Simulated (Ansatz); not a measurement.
BeS (rock salt, Fm-3m), plane-wave PAW PBE (Ansatz code), all energies at zero smearing, with the estimated change up to a 700 eV cutoff added, with one set of potentials and settings (totals compare only within such a set). Cell of 2 atoms (1 S, 1 Be): -995.841 eV.

```json
[
 {"element": "S", "reference phase": "Fddd, 32 atoms in the cell", "E (eV/atom)": "-902.0599"},
 {"element": "Be", "reference phase": "P6_3/mmc, 2 atoms in the cell", "E (eV/atom)": "-92.7620"}
]
```

Formation energy per atom, worked out: (-995.841 − 1×(-902.0599) − 1×(-92.7620))/2 = -0.509 eV/atom (-49 kJ per mol of atoms), at 0 K, without zero-point energy or fitted corrections.

A made-up cell: these elements were put on the sites of a structure type; neither database checked (COD, Materials Project) lists it. COD files the formula under space group No. 216, so this cell is another polymorph or a model. Its standing as an ambient phase is unchecked. The PBE relaxation kept the symmetry of its start; its stability against distortions is not shown here. The references are the lowest solids computed at this level, not always the standard phases.

Potentials: the later of the program's two PAW sets.
